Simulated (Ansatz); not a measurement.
Rh (fcc, Cu type)

```yaml
crystal:
  lattice:
    - [0.00000, 3.80012, 3.80012]
    - [1.90006, 0.00000, 1.90006]
    - [1.90006, 1.90006, 0.00000]
  atoms:
    - { symbol: Rh, position: [0.00000, 0.00000, 0.00000] }
    - { symbol: Rh, position: [0.50000, 0.00000, 0.00000] }
```

The atoms are displaced by Q × the pattern below (from a DFPT mode at L = (0.5, 0.0, 0.0), largest move 1; Q in Å), at fixed cell. It is one choice among 2 degenerate patterns. (q is in reciprocal vectors of the primitive cell; the cell shown is doubled to hold the pattern.)

| atom | x | y | z |
|---|---|---|---|
| Rh1 | 0.285 | -0.520 | 0.805 |
| Rh2 | -0.285 | 0.520 | -0.805 |

Calculation: r2SCAN (plane waves to 500 eV, PAW, scalar-relativistic; Ansatz, a first-principles code). k mesh 21×21×21 (Γ-centred), Fermi-Dirac smearing 0.05 eV. Energies are smeared free energies. Stress and pressure are positive under compression. With partly filled bands, energies and forces of such displacements shift with the k mesh and the smearing. Rh is run without spin polarisation. Rh was relaxed with its symmetry unable to fall. The PAW data are Ansatz's earlier set. The zero of ΔE is the undisplaced structure.

**Question.** What ΔE (meV/cell) and P (GPa) does the calculation give at Q (Å) = -0.050, -0.033, 0.033, 0.067, 0.100?

**Answer.** 
```tsv
Q (Å)	ΔE (meV/cell)	P (GPa)
-0.050	18	0.3
-0.033	8	0.2
0.033	8	0.2
0.067	32	0.6
0.100	72	1.3
```

(For displaced atoms, the force is minus the slope of the energy, and its curvature is a force constant, which sets phonon frequencies.)
